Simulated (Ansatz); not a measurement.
GaAs (zinc blende)

```xyz
4
Lattice="0.0000 5.7461 5.7461 2.8730 2.8730 5.7461 2.8730 2.8730 0.0000" Properties=species:S:1:pos:R:3 pbc="T T T"
As     4.3096     4.3096     4.3096
As     4.3096     7.1826     7.1826
Ga     0.0000     0.0000     0.0000
Ga     2.8730     5.7461     2.8730
```

The atoms are displaced by Q × the pattern below (from a DFPT mode at X = (0.5, 0.5, 0.0), largest move 1; Q in Å), at fixed cell. (q is in reciprocal vectors of the primitive cell; the cell shown is doubled to hold the pattern.)

```csv
atom,x,y,z
Ga3,0.000,0.000,1.000
Ga4,0.000,0.000,-1.000
```

Atoms not listed stay in place.

The numbers are results of PBE (plane waves to 420 eV, PAW, scalar-relativistic; Ansatz, a first-principles code), not measurements. k mesh 10×10×10 (Γ-centred), Fermi-Dirac smearing 0.05 eV. E stands for the smeared free energy. Stress and pressure are positive under compression. GaAs was relaxed with its symmetry unable to fall. The PAW data are Ansatz's earlier set. The zero of ΔE is the undisplaced structure.

### Question
Predict the ΔE (eV/cell) and P (GPa) at Q (Å) = -0.280, -0.233, -0.093, 0.047, 0.140, 0.187.

### Answer
| Q (Å) | ΔE (eV/cell) | P (GPa) |
|---|---|---|
| -0.280 | 0.980 | 2.36 |
| -0.233 | 0.686 | 1.67 |
| -0.093 | 0.111 | 0.28 |
| 0.047 | 0.028 | 0.08 |
| 0.140 | 0.249 | 0.62 |
| 0.187 | 0.442 | 1.08 |

(A displaced cell: forces are minus the slopes of the energy, force constants its curvatures, and phonons follow from these.)
